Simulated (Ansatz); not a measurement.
Ta$_{2}$O$_{5}$:
```
Ta2O5
1.0
    3.83858     0.00000     0.00000
    0.00000     3.85726     0.00000
   -1.91721     0.00000     6.51428
Ta O
2 5
Direct
  0.64583   0.00000   0.79157
  0.35417   0.00000   0.20843
  0.64975   0.50000   0.79895
  0.35025   0.50000   0.20105
  0.18518   0.00000   0.87020
  0.81482   0.00000   0.12980
  0.50000   0.00000   0.50000
```

Tensor components refer to the Cartesian frame of this cell.

**Question.** Give the high-frequency dielectric tensor and the Born effective charge tensors of the independent atoms from DFPT, r²SCAN in the plane-wave PAW code Ansatz.

**Answer.** 
ε∞:
```
4.32  0.00  0.00
0.00  5.92  0.00
0.00  0.00  4.36
```
Z* of atom 1 (Ta), rows: field, columns: displacement, in e:
```
6.79  0.00  0.00
0.00  9.80  0.00
0.00  0.00  6.96
```
Z* of atom 3 (O), rows: field, columns: displacement, in e:
```
-1.29   0.00   0.00
 0.00  -7.65   0.00
 0.00   0.00  -1.25
```
Z* of atom 5 (O), rows: field, columns: displacement, in e:
```
-5.11   0.00   0.00
 0.00  -1.46   0.00
 0.00   0.00  -2.48
```
Z* of atom 7 (O), rows: field, columns: displacement, in e:
```
-0.78   0.00   0.00
 0.00  -1.38   0.00
 0.00   0.00  -6.45
```

Static charges for comparison (Bader): Ta1 +3.08, O3 -1.20, O5 -1.28, O7 -1.20 e. Born charges measure polarisation by displacement and can exceed these by far.

Space group Cmmm. The workflow started from a Materials Project entry (that database holds measured and hypothetical structures alike); the Crystallography Open Database copy checked does not list it. COD files the formula under space group No. 49. Its standing as an ambient phase is unchecked. The cell was relaxed with r²SCAN under the symmetry of its start; phonons show weakly imaginary modes. The run is not spin-polarised. Scalar-relativistic: spin–orbit coupling is off unless named, which matters more the heavier the elements.

Potentials: the earlier of the program's two PAW sets. The files were generated under PBE; for other functionals the program regenerates the frozen cores, and for LDA and PBEsol the local potential too.
